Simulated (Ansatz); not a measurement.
# Stability checks on a candidate for TlWF₆

It was reached by relaxing an invented guess, and it needn't be the stable form of this composition.

The calculation used Ansatz, DFT PBE, scalar-relativistic, plane waves, PAW. The final run on the 8-atom cell used 420 eV, a Γ-centred 8×8×8 mesh, 0.10 eV smearing and collinear spin.

```cif
data_structure
_symmetry_space_group_name_H-M 'Fm-3m'
_symmetry_Int_Tables_number 225
_cell_length_a 9.5433
_cell_length_b 9.5433
_cell_length_c 9.5433
_cell_angle_alpha 90.000
_cell_angle_beta 90.000
_cell_angle_gamma 90.000
_cell_volume 869.15
loop_
_atom_site_label
_atom_site_type_symbol
_atom_site_symmetry_multiplicity
_atom_site_Wyckoff_symbol
_atom_site_fract_x
_atom_site_fract_y
_atom_site_fract_z
_atom_site_occupancy
Tl1 Tl 4 b 0.50000 0.00000 0.00000 1
W1 W 4 a 0.00000 0.00000 0.00000 1
F1 F 24 e 0.20054 0.00000 0.00000 1
```

The zero of energy is the elements' standard structures at the same level (F₂ as a molecule); no fitted shifts are applied.

Q: These tests were run: energy against the elements; phonons at Γ. What do they show?

A:

| test | result |
| --- | --- |
| energy against the elements | −2.45 eV/atom |
| phonons at Γ | lowest optical mode ≈0 cm⁻¹ |

It fails none of these tests outright. Whether a mixture of other phases lies lower isn't tested here. Phonons away from Γ weren't computed. Undecided within the accuracy: phonons at Γ.

No dispersion correction is applied, so the spacing and binding between layers, chains or molecules are poorly described. Spin–orbit coupling, which can matter for Tl and W, is left out. Another magnetic order may lie lower. The run for the phonons used an 8×8×8 k mesh and Gaussian smearing of 0.20 eV. The cell carries site moments W 0.4 μB.
